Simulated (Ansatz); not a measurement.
**From band curvature to drive current**

Plane-wave DFT in Ansatz, r2SCAN, scalar-relativistic PAW potentials, cutoff 500 eV, no spin-orbit coupling; no spin polarisation. Relaxed crystals whose conduction band edge is a single valley at Γ; masses by central differences along the Cartesian axes of the standard setting.

| crystal | gap (eV) | gap kind | m_x | m_y | m_z (mₑ) |
| --- | --- | --- | --- | --- | --- |
| ZnSe (F-43m) | 1.87 | direct | 0.124 | 0.124 | 0.124 |
| InP (F-43m) | 1.03 | direct | 0.0745 | 0.0745 | 0.0745 |
| ZnS (P6_3mc) | 2.78 | direct | 0.207 | 0.207 | 0.178 |
| ZnGeAs₂ (I-42d) | 0.60 | direct | 0.0451 | 0.0451 | 0.0404 |
| TiO₂ (P4_2/mnm) | 2.22 | direct | 1.18 | 1.18 | 0.585 |

Q: Take a film 3 nm thick, normal along z, current along x, at 300 K. Work out the injection velocity, the density-of-states capacitance and the confinement shift.

A: For a non-degenerate gas v_T = √(2k_BT/πm_x) = 5.38×10⁶ cm/s ÷ √(m_x/mₑ); one valley with both spins has C_Q = e²√(m_x m_y)/πħ² = 66.9 μF/cm² × √(m_x m_y)/mₑ; hard walls lift the first subband by ħ²π²/(2m_z t²) = 376 meV nm² ÷ (t² m_z/mₑ).
| crystal | v_T (10⁷ cm/s) | C_Q (μF/cm²) | shift (meV) |
| --- | --- | --- | --- |
| ZnSe (F-43m) | 1.53 | 8.3 | 337 |
| InP (F-43m) | 1.97 | 5.0 | 561 |
| ZnS (P6_3mc) | 1.18 | 13.8 | 235 |
| ZnGeAs₂ (I-42d) | 2.53 | 3.0 | 1034 |
| TiO₂ (P4_2/mnm) | 0.50 | 78.9 | 71 |

Q: With a gate oxide of 1 nm equivalent thickness (3.45 μF/cm²), which gives the most current per gate overdrive in the ballistic limit?

A: The gate capacitance is the series value C_G = 1/(1/C_ox + 1/C_Q), and the current goes as C_G v_T: ZnGeAs₂ (I-42d) 1.00, InP (F-43m) 0.99, ZnSe (F-43m) 0.91, ZnS (P6_3mc) 0.80, TiO₂ (P4_2/mnm) 0.40 (relative). For an isotropic mass C_G v_T peaks where C_Q = C_ox, at about 0.05 mₑ. This measure doesn't part those within 10 % of the top value: ZnGeAs₂ (I-42d), InP (F-43m), ZnSe (F-43m). C_Q is the degenerate value and v_T the non-degenerate one; at high drain bias only forward-going states fill, which halves C_Q, while degeneracy raises the velocity, so values within about 10 % of each other aren't ranked. Scattering and the charge centroid are left out, and so are side valleys, which confinement lifts less and can make the lowest. In oxides whose conduction band is of d states, electrons tend to self-trap as polarons, and the band mass says little. Where the shift is over a third of the gap (InP (F-43m), ZnGeAs₂ (I-42d)) the band isn't parabolic that far up, so the true shift is smaller and the mass larger. Semilocal functionals give gaps too small and so, as a rule, masses too light.

Cost: about 12 core-minutes for the runs cited, on Arm Neoverse V1, Arm Neoverse V2, AMD EPYC (Zen 3) and other processors (shared hosts).